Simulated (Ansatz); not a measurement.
PdSeO$_{3}$:
```
CELL_PARAMETERS angstrom
      3.44379     3.44259     0.00000
     -3.44379     3.44259     0.00000
     -3.29908     0.00000     5.90901
ATOMIC_POSITIONS crystal
  Pd 0.00000 0.50000 0.00000
  Pd 0.50000 0.00000 0.00000
  Se 0.32612 0.67388 0.63116
  Se 0.67388 0.32612 0.36884
  O  0.57098 0.03322 0.29504
  O  0.42902 0.96678 0.70496
  O  0.03322 0.57098 0.70496
  O  0.96678 0.42902 0.29504
  O  0.39120 0.60880 0.13850
  O  0.60880 0.39120 0.86150
```

Relaxed with LDA. Special points in fractions of this cell's reciprocal vectors: Γ (0.000, 0.000, 0.000); A (0.000, 0.000, 0.500); I2 (0.415, 0.415, 0.500); I (-0.415, 0.585, 0.500); M2 (-0.500, 0.500, 0.500); Y (0.500, 0.500, 0.000); L2 (0.000, 0.500, 0.500); V2 (0.000, 0.500, 0.000).

Task: List the band energies nearest the valence-band maximum at these points for LDA in the plane-wave PAW code Ansatz.

Result: In eV from the valence-band maximum; about four levels below and three above (degenerate sets whole), none deeper than 8.9 eV; points with the same levels are listed once.

```
k                     below           above
--  -----------------------  --------------
Γ   -1.09 -0.59 -0.54 -0.06  0.69 2.18 3.49
A   -1.10 -0.55 -0.47 -0.09  0.89 2.51 2.71
I2  -0.96 -0.61 -0.37 -0.05  1.76 1.87 2.89
M2   -0.87 -0.57 -0.36 0.00  1.74 1.90 2.75
Y   -0.84 -0.73 -0.47 -0.07  1.07 2.03 2.94
L2  -0.95 -0.76 -0.60 -0.43  1.74 1.80 3.34
V2  -0.91 -0.76 -0.66 -0.65  1.42 1.59 3.32
```

Space group C2/m. The first step of the workflow began from a Materials Project structure, measured or hypothetical; the Crystallography Open Database copy checked does not list it. COD files the formula under space group No. 11. Its standing as an ambient phase is unchecked. The cell was relaxed with LDA under the symmetry of its start; its stability against distortions is not shown here. No spin polarisation was allowed. A crystal of weakly bound layers computed without a dispersion correction: the cell and the soft elastic constants depend strongly on that. Scalar-relativistic: spin–orbit coupling is off unless named, which matters more the heavier the elements.

Potentials: the later of the program's two PAW sets.
